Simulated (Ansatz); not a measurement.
# GaReSi, a database entry at a rescaled volume

```
CELL_PARAMETERS angstrom
3.23218 0.00000 0.00000
0.00000 3.23218 0.00000
0.00000 0.00000 8.14976
ATOMIC_POSITIONS crystal
Re 0.75000 0.75000 0.73063
Re 0.25000 0.25000 0.26937
Ga 0.25000 0.25000 0.91460
Ga 0.75000 0.75000 0.08540
Si 0.75000 0.75000 0.41520
Si 0.25000 0.25000 0.58480
```

The numbers come from plane-wave PAW DFT (Ansatz): r2SCAN, no spin polarisation, 500 eV, 8×8×3 Γ-centred k points, fermi-dirac occupations (width 0.0114 eV). Nothing was relaxed.

(1) What is the character of the valence top and the conduction bottom?

(2) Is the cell too large or too small?

(3) What is the band gap?

(4) How is the charge shared?

(5) Where is the largest force?

Origin: a database entry at a rescaled volume. Caveats: no spin-orbit coupling, which can shift this gap by tenths of an eV.

Results:

(1) Within 0.7 eV of the edges, the states project mainly on Re d (92 %) below the gap and on Re d (55 %), Ga p (19 %) and Si p (14 %) above it.

(2) The pressure is -9.1 GPa (compression positive), so with the atoms held at these fractions the cell would first shrink. The principal stresses -10.5, -8.4, -8.4 GPa differ, so its shape would change too.

(3) The gap is 0.36 eV, indirect (the least direct gap found is 0.91 eV).

(4) Bader charges in e: Ga +0.26, Si +0.39, Re -0.65. In the mean Si gives up most and Re takes most.

(5) The largest is on Re2 (and as large on other atoms): 0.39 eV/Å, components (0.00, 0.00, 0.39). It makes 0° with the line to a nearest neighbour, Si6 at 2.57 Å, pointing towards it.
